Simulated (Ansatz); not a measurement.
A trial cell of TaN was relaxed with PBE (plane waves to 420 eV, PAW, scalar-relativistic; Ansatz, a first-principles code).

Before: P3₂21 (No. 154), hP6; a = b = 3.3272 Å, c = 7.6225 Å, α = β = 90.00°, γ = 120.00°.

After relaxation:

Simulated powder pattern, Co Kα, λ = 1.79026 Å (kinematic, ideal powder, no thermal factors, no anomalous dispersion; the 24 strongest lines at most, above 1 %, up to 2θ = 90°):

```json
[
 {"2θ (°)": "41.11", "I/Imax (%)": "100"},
 {"2θ (°)": "47.83", "I/Imax (%)": "66"},
 {"2θ (°)": "69.96", "I/Imax (%)": "45"},
 {"2θ (°)": "84.48", "I/Imax (%)": "46"},
 {"2θ (°)": "89.20", "I/Imax (%)": "17"}
]
```

Task: Identify the relaxed structure from its pattern: crystal system, space group and cell.

Result: Cubic, Fm-3m (No. 225), cF8, rock salt type; a = 4.4161 Å, b = 4.4161 Å, c = 4.4161 Å, α = 90.00°, β = 90.00°, γ = 90.00°. Sites: N 4a (0.000, 0.000, 0.000); Ta 4b (0.500, 0.500, 0.500).

Task: Index the strongest lines.

Result: 41.11° (111), 47.83° (200), 69.96° (220), 84.48° (311), 89.20° (222).

No spin polarisation in the result.

The run could not lose the symmetry of its start.
